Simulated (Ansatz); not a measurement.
Data:

Bi₂SO₂:
```cif
data_Bi4O4S2
_chemical_formula_sum 'Bi4 S2 O4'
_space_group_name_H-M_alt 'Pnnm'
_space_group_IT_number 58
_space_group_name_Hall '-P 2 2n'
_cell_length_a 3.82307
_cell_length_b 11.90603
_cell_length_c 3.81924
_cell_angle_alpha 90.000
_cell_angle_beta 90.000
_cell_angle_gamma 90.000
loop_
_atom_site_label
_atom_site_type_symbol
_atom_site_symmetry_multiplicity
_atom_site_Wyckoff_symbol
_atom_site_fract_x
_atom_site_fract_y
_atom_site_fract_z
_atom_site_occupancy
Bi1 Bi 4 g 0.02743 0.35771 0.00000 1
S1 S 2 a 0.00000 0.00000 0.00000 1
O1 O 4 g 0.02001 0.24990 0.50000 1
```

This is the PBEsol-relaxed structure.

**Question.** All from plane-wave PAW PBEsol (Ansatz code), unless another level is named. Give the bulk modulus (Birch–Murnaghan fit).

**Answer.** 69.0 GPa.

**Question.** And the zero-point energy?

**Answer.** 40.0 meV/atom.

**Question.** Next, the highest zone-centre frequency (without LO–TO term)?

**Answer.** 15.53 THz.

**Question.** What about the vibrational entropy at 300 K?

**Answer.** 32.7 J/(K·mol of atoms).

The workflow started from a Materials Project entry (that database holds measured and hypothetical structures alike); the Crystallography Open Database copy checked does not list it. Whether it is the stable phase at ambient conditions was not checked. Symmetry was held in the PBEsol relaxation; whether a distortion lowers the energy is not shown. Spin–orbit coupling is left out wherever it is not named.

Potentials: the later of the program's two PAW sets.
